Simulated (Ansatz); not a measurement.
The start is a generated cell, SnTe placed in the tenorite structure type. Cell shape, volume and atoms are optimised at zero target pressure with PBE (plane waves to 420 eV, PAW, scalar-relativistic; Ansatz, an electronic-structure program). The first steps use a coarse 5×5×3 k-mesh.

Input geometry:
```yaml
crystal:
  lattice:
    - [3.85963, -2.82056, 0.00000]
    - [3.85963, 2.82056, 0.00000]
    - [-1.40091, 0.00000, 8.33572]
  atoms:
    - { symbol: Sn, position: [0.00000, 0.50000, 0.00000] }
    - { symbol: Sn, position: [0.50000, 0.00000, 0.50000] }
    - { symbol: Te, position: [0.58160, 0.41840, 0.25000] }
    - { symbol: Te, position: [0.41840, 0.58160, 0.75000] }
```

Question: How large is the pressure on the unrelaxed cell, and of which sign?

Answer: -2.8 GPa (negative: the cell is under tension).

Question: What is the largest force in the starting geometry, and on which atom (counted from 1)?

Answer: 0.13 eV/Å, on Te3, Te4 (atoms numbered as listed).

Question: What symmetry does the relaxed structure have?

Answer: The space group goes from C2/c (No. 15) to Fm-3m (No. 225); the end is rock salt type, with 2 atoms in the primitive cell.

Question: By how much does the energy per atom fall from start to end?

Answer: 0.41 eV/atom.

Question: How does the volume change?

Answer: -27.5 %, from 45.37 to 32.91 Å³/atom.

Question: How do the shortest distances between atoms change?

Answer: The closest pairs of elements (up to four, under 3.6 Å), start → end: Sn–Te 3.22 → 3.20 Å.

Question: Is the relaxed structure metallic? Give its gap.

Answer: 0.05 eV, direct at L (no spin-orbit coupling).

Question: Write out the relaxed structure.

Answer: 
```cif
data_Sn4Te4
_chemical_formula_sum 'Sn4 Te4'
_space_group_name_H-M_alt 'Fm-3m'
_space_group_IT_number 225
_space_group_name_Hall '-F 4 2 3'
_cell_length_a 6.40953
_cell_length_b 6.40953
_cell_length_c 6.40953
_cell_angle_alpha 90.000
_cell_angle_beta 90.000
_cell_angle_gamma 90.000
loop_
_atom_site_label
_atom_site_type_symbol
_atom_site_symmetry_multiplicity
_atom_site_Wyckoff_symbol
_atom_site_fract_x
_atom_site_fract_y
_atom_site_fract_z
_atom_site_occupancy
Sn1 Sn 4 b 0.50000 0.50000 0.50000 1
Te1 Te 4 a 0.00000 0.00000 0.00000 1
```
(The calculation used a cell of 2 atoms; values per cell refer to that cell.)

Final values are on a 13×13×13 k-mesh of the relaxed cell. No spin polarisation in the result. Without spin-orbit coupling the bands of the heavy element are not split, so the gap can be far off.

The run could not lose the symmetry of its start.
